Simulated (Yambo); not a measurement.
Yambo run on BN (space group P6_3/mmc, No. 194). The wavefunctions are norm-conserving PBEsol (Quantum ESPRESSO, 84 Ry, without SOC) ones on a 6×6×2 mesh (8 occupied bands); a = 2.505 Å, b = 2.505 Å, c = 6.610 Å, α = 90.00°, β = 90.00°, γ = 120.00°.

Yambo input:

```
rim_cut
HF_and_locXC
RandQpts= 1000000
RandGvec= 1 Ry
EXXRLvcs= 84 Ry
VXCRLvcs= 336 Ry
% QPkrange
 1 | 1 | 8 | 9 |
 2 | 2 | 8 | 9 |
 7 | 7 | 8 | 9 |
 8 | 8 | 8 | 9 |
 13 | 13 | 8 | 9 |
 14 | 14 | 8 | 9 |
%
```

k points by index: 1 = Γ, 2 = A, 7 = M, 8 = L, 13 = K, 14 = H.

Table of the .hf output:

```
#    K-point    Band    Eo [eV]    Ehf [eV]    Vxc [eV]    Vnlxc [eV]
#
    1    8    -1.267955    -5.762775    -18.22817    -22.72299
    1    9    5.113111    9.514070    -8.968871    -4.567911
    2    8    -1.287698    -5.791178    -18.20554    -22.70903
    2    9    7.527914    12.69925    -11.00804    -5.836695
    7    8    -0.417680    -4.004216    -16.25546    -19.84200
    7    9    4.188800    9.194654    -10.41585    -5.409999
    8    8    -0.925471    -4.596159    -15.50495    -19.17564
    8    9    4.669208    9.752142    -11.09410    -6.011165
    13    8    -0.089250    -3.417288    -16.19039    -19.51842
    13    9    4.829528    10.23569    -11.52936    -6.123205
    14    8    0.000000    -3.364176    -16.46999    -19.83417
    14    9    4.594465    9.924426    -11.02104    -5.691081
```
Exchange alone, without screening.

Geometry relaxed with PBE+D3(BJ).
